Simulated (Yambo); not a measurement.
Yambo run on CdS (zinc blende, space group F-43m, No. 216). The wavefunctions are norm-conserving LDA (Quantum ESPRESSO, 102 Ry, without SOC) ones on a 4×4×4 mesh (13 occupied bands); a = 4.0717 Å, b = 4.0717 Å, c = 4.0717 Å, α = 60.00°, β = 60.00°, γ = 60.00°.

Yambo input:

```
rim_cut
gw0
dyson
el_el_corr
HF_and_locXC
ppa
em1d
RandQpts= 1000000
RandGvec= 1 Ry
EXXRLvcs= 102 Ry
VXCRLvcs= 408 Ry
Chimod= "HARTREE"
% BndsRnXp
 5 | 118 |
%
NGsBlkXp= 10 Ry
% LongDrXp
 1.0 | 1.0 | 1.0 |
%
PPAPntXp= 27.2114 eV
% GbndRnge
 1 | 42 |
%
GTermKind= "none"
DysSolver= "n"
ExtendOut
% QPkrange
 1 | 1 | 13 | 14 |
%
```

k points by index: 1 = Γ.

Resulting energies as the program prints them:

```
#    K-point    Band    Eo [eV]    E [eV]    E-Eo [eV]    Vxc [eV]    Vnlxc [eV]    Sc|Eo [eV]    Sc|E [eV]    dSc/dw|Eo [eV]    Re(Z)    Im(Z)
#
    1    13    0.000000    -0.411420    -0.411420    -15.51199    -18.54147    2.507990    2.618052    -7.277764    0.788982    -0.001358
    1    14    0.943459    1.697513    0.754054    -11.15774    -6.894908    -3.338496    -3.508780    -6.144156    0.815796    -0.001249
```
(The two width columns are left out.) Convergence of these settings isn't established.

Geometry relaxed with LDA.
